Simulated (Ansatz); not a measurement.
CdAs2 in space group I4_122 (No. 98; Cd on 4a, As on 8f), PBEsol in the plane-wave PAW code Ansatz. The conduction-band minimum lies at Γ, with 1 equivalent valley. Second derivatives d²E/dk² of the lowest band at one valley (eV·Å²), along Cartesian directions:

```json
[
 {"direction": "[100]", "d²E/dk²": "18.52"},
 {"direction": "[010]", "d²E/dk²": "18.52"},
 {"direction": "[001]", "d²E/dk²": "77.81"},
 {"direction": "[110]", "d²E/dk²": "18.56"},
 {"direction": "[101]", "d²E/dk²": "48.23"},
 {"direction": "[011]", "d²E/dk²": "48.23"}
]
```

Task: Find the principal effective masses, the density-of-states mass and the conductivity mass.

Result: Off-diagonal terms follow from H_xy = H[110] − (H_xx + H_yy)/2, and m*/mₑ = 7.620 eV·Å² over each eigenvalue: 0.098, 0.41, 0.41. One valley's DOS mass (m₁m₂m₃)^(1/3) = 0.25, conductivity mass 3/(Σ 1/mᵢ) = 0.20 mₑ.

Task: What effective density of states Nc follows at 300 K for parabolic valleys?

Result: Nc = 2.509e19 × 1 × (0.25)^(3/2) ≈ 3.1e18 cm⁻³.

The workflow started from a Materials Project entry (that database holds measured and hypothetical structures alike); the Crystallography Open Database copy checked does not list it. Its standing as an ambient phase is unchecked. The cell was relaxed with PBEsol under the symmetry of its start; its stability against distortions is not shown here. Scalar-relativistic: spin–orbit coupling is off unless named, which matters more the heavier the elements.

Potentials: the later of the program's two PAW sets.

Edges and masses are those of Kohn–Sham bands, whose gap is no quasiparticle gap.
